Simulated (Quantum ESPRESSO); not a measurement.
# Rh2Ru2Al2MgZr: finding a planted mistake in a log

A calculation, not a measurement. The program is pw.x of Quantum ESPRESSO 7.5 (plane-wave density functional theory). The cell is made up: eight metal atoms on a hexagonal close-packed lattice, with elements, volume, strain and displacements drawn at random and not relaxed, so it may be unstable or far from any real phase. PseudoDojo standard norm-conserving files set the functional (PBE unless stated); there is no spin polarisation or spin-orbit coupling, the Fermi-Dirac width of 0.25 eV means electrons at about 2900 K, and the masses in the input are unused placeholders. A spin test at this wide smearing found no moment, but such smearing suppresses magnetism that the real alloy may have.

Intended input:

```
&control calculation='scf', pseudo_dir='./dojo.nc.sr.pbe.v0_5.standard.upf', outdir='./o', disk_io='minimal', tprnfor=.true., tstress=.true. /
&system ibrav=0, nat=8, ntyp=5, nbnd=61, ecutwfc=87.97787729, nosym=.true., tot_charge=0,
 occupations='smearing', smearing='fd', degauss=0.0183746611
/
&electrons conv_thr=1.470e-08, electron_maxstep=70, mixing_beta=0.5 /
ATOMIC_SPECIES
Al 1.0 Al.upf
Mg 1.0 Mg.upf
Rh 1.0 Rh.upf
Ru 1.0 Ru.upf
Zr 1.0 Zr.upf
CELL_PARAMETERS angstrom
4.3657 -2.5713 0.051
-2.9561 0.0153 -4.8367
2.9192 5.1576 0.0065
ATOMIC_POSITIONS angstrom
Rh -0.0282 -0.0976 -0.0709
Rh 1.4838 2.5504 -0.1176
Ru -0.091 1.7625 -2.4533
Al 1.5146 4.3468 -2.5573
Mg 2.8565 -0.0444 0.1686
Zr 4.353 2.8538 0.0698
Ru 1.3966 -0.9254 -2.3859
Al 2.8354 1.8792 -2.3989
K_POINTS automatic
5 5 4 1 1 1
```

The log is shortened where brackets say so; the opening notice, blank lines, dates and the lines on written files are dropped, and the path of the files is cut. It prints rydbergs, bohrs and kilobars, and counts compression as positive stress. Its total energy is the free energy E - TS of the whole cell.

Log of the intended run:

```
     Program PWSCF v.7.5
     Parallel version (MPI & OpenMP), running on       4 processor cores
     Number of MPI processes:                 4
     Threads/MPI process:                     1
     [start-up lines left out]
     bravais-lattice index     =            0
     lattice parameter (alat)  =       9.5751  a.u.
     unit-cell volume          =     974.3370 (a.u.)^3
     number of atoms/cell      =            8
     number of atomic types    =            5
     number of electrons       =        94.00
     number of Kohn-Sham states=           61
     kinetic-energy cutoff     =      87.9779  Ry
     charge density cutoff     =     351.9115  Ry
     scf convergence threshold =      1.5E-08
     mixing beta               =       0.5000
     number of iterations used =            8  plain     mixing
     Exchange-correlation= PBE
                           (   1   4   3   4   0   0   0)
     [axes and pseudopotential details left out]
   Cartesian axes
     site n.     atom                  positions (alat units)
         1        Rh     tau(   1) = (  -0.0055655  -0.0192623  -0.0139928  )
         2        Rh     tau(   2) = (   0.2928415   0.5033448  -0.0232094  )
         3        Ru     tau(   3) = (  -0.0179597   0.3478455  -0.4841812  )
         4        Al     tau(   4) = (   0.2989202   0.8578808  -0.5047066  )
         5        Mg     tau(   5) = (   0.5637564  -0.0087627   0.0332748  )
         6        Zr     tau(   6) = (   0.8591044   0.5632236   0.0137757  )
         7        Ru     tau(   7) = (   0.2756318  -0.1826362  -0.4708792  )
         8        Al     tau(   8) = (   0.5595922   0.3708773  -0.4734449  )
     number of k points=    50  Fermi-Dirac smearing, width (Ry)=  0.0184
                       cart. coord. in units 2pi/alat
        k(    1) = (   0.1430787   0.0420614  -0.1920735), wk =   0.0400000
        k(    2) = (   0.2521838   0.2259951  -0.2581746), wk =   0.0400000
     [further k points left out]
     Dense  grid:   108627 G-vectors     FFT dimensions: (  60,  64,  72)
     Estimated max dynamical RAM per process >     340.98 MB
     Estimated total dynamical RAM >       1.25 GB
     Initial potential from superposition of free atoms
     starting charge      93.9891, renormalised to      94.0000
     Starting wfcs are   63 randomized atomic wfcs
     total cpu time spent up to now is        5.8 secs
     per-process dynamical memory:   262.2 Mb
     Self-consistent Calculation
     iteration #  1     ecut=    87.98 Ry     beta= 0.50
     Davidson diagonalization with overlap
     ethr =  1.00E-02,  avg # of iterations =  5.4
     total cpu time spent up to now is       19.7 secs
     total energy              =   -1101.96630272 Ry
     estimated scf accuracy    <       1.67983047 Ry
     iteration #  2     ecut=    87.98 Ry     beta= 0.50
     Davidson diagonalization with overlap
     ethr =  1.79E-03,  avg # of iterations =  2.9
     total cpu time spent up to now is       32.5 secs
     total energy              =   -1101.91218686 Ry
     estimated scf accuracy    <      11.53978055 Ry
     [iterations 3 to 13 left out]
     iteration # 14     ecut=    87.98 Ry     beta= 0.50
     Davidson diagonalization with overlap
     ethr =  1.55E-10,  avg # of iterations =  2.0
     total cpu time spent up to now is      165.9 secs
     total energy              =   -1102.86884000 Ry
     estimated scf accuracy    <       0.00000037 Ry
     iteration # 15     ecut=    87.98 Ry     beta= 0.50
     Davidson diagonalization with overlap
     ethr =  1.55E-10,  avg # of iterations =  1.0
     total cpu time spent up to now is      175.4 secs
     End of self-consistent calculation
     [lines on levels left out]
!    total energy              =   -1102.86884002 Ry
     estimated scf accuracy    <          7.0E-09 Ry
     smearing contrib. (-TS)   =      -0.11851036 Ry
     internal energy E=F+TS    =   -1102.75032966 Ry
     The total energy is F=E-TS. E is the sum of the following terms:
     one-electron contribution =    -500.00442342 Ry
     hartree contribution      =     285.51431316 Ry
     xc contribution           =    -183.71160202 Ry
     ewald contribution        =    -704.54861737 Ry
     convergence has been achieved in  15 iterations
     Forces acting on atoms (cartesian axes, Ry/au):
     atom    1 type  3   force =     0.00249336    0.02842144    0.00904449
     atom    2 type  3   force =    -0.00313151   -0.00257853    0.00434863
     atom    3 type  4   force =     0.01050779    0.01503836    0.01288905
     atom    4 type  1   force =    -0.02565778    0.04206106    0.09774324
     atom    5 type  2   force =     0.05708441    0.07070872   -0.04235730
     atom    6 type  5   force =    -0.05134616   -0.11075396   -0.06635273
     atom    7 type  4   force =     0.00819061   -0.01044147   -0.01299228
     atom    8 type  1   force =     0.00185928   -0.03245562   -0.00232310
     Total force =     0.210191     Total SCF correction =     0.000227
     Computing stress (Cartesian axis) and pressure
          total   stress  (Ry/bohr**3)                   (kbar)     P=     -140.01
  -0.00121382   0.00013196   0.00000180         -178.56       19.41        0.26
   0.00013196  -0.00082818   0.00015671           19.41     -121.83       23.05
   0.00000180   0.00015671  -0.00081327            0.26       23.05     -119.64
     init_run     :      5.36s CPU      5.72s WALL (       1 calls)
     electrons    :    164.79s CPU    169.56s WALL (       1 calls)
     forces       :      1.51s CPU      1.51s WALL (       1 calls)
     stress       :      5.30s CPU      5.30s WALL (       1 calls)
     [timing details left out]
     PWSCF        :   2m57.09s CPU   3m 2.26s WALL
     JOB DONE.
```

A second run was made from an input with one planted mistake. Its log:

```
     Program PWSCF v.7.5
     Parallel version (MPI & OpenMP), running on       4 processor cores
     Number of MPI processes:                 4
     Threads/MPI process:                     1
     [start-up lines left out]
     bravais-lattice index     =            0
     lattice parameter (alat)  =       9.6976  a.u.
     unit-cell volume          =    1012.2272 (a.u.)^3
     number of atoms/cell      =            8
     number of atomic types    =            5
     number of electrons       =        94.00
     number of Kohn-Sham states=           61
     kinetic-energy cutoff     =      87.9779  Ry
     charge density cutoff     =     351.9115  Ry
     scf convergence threshold =      1.5E-08
     mixing beta               =       0.5000
     number of iterations used =            8  plain     mixing
     Exchange-correlation= PBE
                           (   1   4   3   4   0   0   0)
     [axes and pseudopotential details left out]
   Cartesian axes
     site n.     atom                  positions (alat units)
         1        Rh     tau(   1) = (  -0.0055731  -0.0192526  -0.0139913  )
         2        Rh     tau(   2) = (   0.2928424   0.5033350  -0.0232084  )
         3        Ru     tau(   3) = (  -0.0179665   0.3478526  -0.4841798  )
         4        Al     tau(   4) = (   0.2989221   0.8578714  -0.5046990  )
         5        Mg     tau(   5) = (   0.5637625  -0.0087689   0.0332829  )
         6        Zr     tau(   6) = (   0.8590991   0.5632168   0.0137769  )
         7        Ru     tau(   7) = (   0.2756358  -0.1826270  -0.4708706  )
         8        Al     tau(   8) = (   0.5595924   0.3708856  -0.4734428  )
     number of k points=    50  Fermi-Dirac smearing, width (Ry)=  0.0184
                       cart. coord. in units 2pi/alat
        k(    1) = (   0.1430799   0.0420608  -0.1920737), wk =   0.0400000
        k(    2) = (   0.2521850   0.2259951  -0.2581739), wk =   0.0400000
     [further k points left out]
     Dense  grid:   112843 G-vectors     FFT dimensions: (  60,  72,  72)
     Estimated max dynamical RAM per process >     355.54 MB
     Estimated total dynamical RAM >       1.31 GB
     Initial potential from superposition of free atoms
     starting charge      93.9891, renormalised to      94.0000
     Starting wfcs are   63 randomized atomic wfcs
     total cpu time spent up to now is        5.8 secs
     per-process dynamical memory:   273.7 Mb
     Self-consistent Calculation
     iteration #  1     ecut=    87.98 Ry     beta= 0.50
     Davidson diagonalization with overlap
     ethr =  1.00E-02,  avg # of iterations =  5.3
     total cpu time spent up to now is       19.5 secs
     total energy              =   -1101.97154752 Ry
     estimated scf accuracy    <       1.59597166 Ry
     iteration #  2     ecut=    87.98 Ry     beta= 0.50
     Davidson diagonalization with overlap
     ethr =  1.70E-03,  avg # of iterations =  2.9
     total cpu time spent up to now is       32.8 secs
     total energy              =   -1101.88371860 Ry
     estimated scf accuracy    <      11.75659570 Ry
     [iterations 3 to 13 left out]
     iteration # 14     ecut=    87.98 Ry     beta= 0.50
     Davidson diagonalization with overlap
     ethr =  1.99E-10,  avg # of iterations =  2.0
     total cpu time spent up to now is      163.6 secs
     total energy              =   -1102.82929364 Ry
     estimated scf accuracy    <       0.00000046 Ry
     iteration # 15     ecut=    87.98 Ry     beta= 0.50
     Davidson diagonalization with overlap
     ethr =  1.99E-10,  avg # of iterations =  1.0
     total cpu time spent up to now is      172.8 secs
     End of self-consistent calculation
     [lines on levels left out]
!    total energy              =   -1102.82929367 Ry
     estimated scf accuracy    <          8.0E-09 Ry
     smearing contrib. (-TS)   =      -0.12438248 Ry
     internal energy E=F+TS    =   -1102.70491119 Ry
     The total energy is F=E-TS. E is the sum of the following terms:
     one-electron contribution =    -513.85716014 Ry
     hartree contribution      =     290.31905314 Ry
     xc contribution           =    -183.52134500 Ry
     ewald contribution        =    -695.64545919 Ry
     convergence has been achieved in  15 iterations
     Forces acting on atoms (cartesian axes, Ry/au):
     atom    1 type  3   force =     0.00329373    0.02120553    0.00760619
     atom    2 type  3   force =     0.00114052   -0.00192637    0.00273267
     atom    3 type  4   force =     0.00987794    0.01319338    0.01036678
     atom    4 type  1   force =    -0.02198446    0.03970339    0.08901962
     atom    5 type  2   force =     0.05221535    0.06559982   -0.03816000
     atom    6 type  5   force =    -0.05201825   -0.09808009   -0.06152076
     atom    7 type  4   force =     0.00685011   -0.01280420   -0.00783594
     atom    8 type  1   force =     0.00062506   -0.02689147   -0.00220857
     Total force =     0.191027     Total SCF correction =     0.000255
     Computing stress (Cartesian axis) and pressure
          total   stress  (Ry/bohr**3)                   (kbar)     P=     -166.52
  -0.00137664   0.00012771   0.00000261         -202.51       18.79        0.38
   0.00012771  -0.00100750   0.00014442           18.79     -148.21       21.25
   0.00000261   0.00014442  -0.00101174            0.38       21.25     -148.83
     init_run     :      5.32s CPU      5.56s WALL (       1 calls)
     electrons    :    165.49s CPU    166.93s WALL (       1 calls)
     forces       :      1.56s CPU      1.60s WALL (       1 calls)
     stress       :      5.31s CPU      5.31s WALL (       1 calls)
     [timing details left out]
     PWSCF        :   2m57.94s CPU   2m59.70s WALL
     JOB DONE.
```

Question: the log repeats what the program read. Compare it with the intended run: what was wrong in the second input?

Answer: the cell and the positions are scaled by a wrong factor. The input lines that differ:

```
- 4.3657 -2.5713 0.051
- -2.9561 0.0153 -4.8367
- 2.9192 5.1576 0.0065
+ 4.4216 -2.6042 0.0517
+ -2.9939 0.0155 -4.8986
+ 2.9566 5.2236 0.0066
- Rh -0.0282 -0.0976 -0.0709
- Rh 1.4838 2.5504 -0.1176
- Ru -0.091 1.7625 -2.4533
- Al 1.5146 4.3468 -2.5573
- Mg 2.8565 -0.0444 0.1686
- Zr 4.353 2.8538 0.0698
- Ru 1.3966 -0.9254 -2.3859
- Al 2.8354 1.8792 -2.3989
+ Rh -0.0286 -0.0988 -0.0718
+ Rh 1.5028 2.583 -0.1191
+ Ru -0.0922 1.7851 -2.4847
+ Al 1.534 4.4024 -2.59
+ Mg 2.8931 -0.045 0.1708
+ Zr 4.4087 2.8903 0.0707
+ Ru 1.4145 -0.9372 -2.4164
+ Al 2.8717 1.9033 -2.4296
```

|  | intended run | run with the mistake |
| --- | --- | --- |
| free energy (eV) | -15005.295 | -15004.757 |
| entropy term -TS, part of it (eV) | -1.612 | -1.692 |
| pressure (GPa) | -14.00 | -16.65 |
| size of the largest force component (eV/Å) | 2.848 | 2.522 |
| largest change of a force component (eV/Å) |  | 0.326 |
| iterations | 15 | 15 |

For scale, a rerun of the intended cell at a higher cutoff and on a denser mesh moved values by no more than 0.002 eV in energy, 0.06 GPa in stress and 0.007 eV/Å in force, and a second program with other atomic files agreed on that cell to 2 % rms in force and 0.5 GPa in pressure.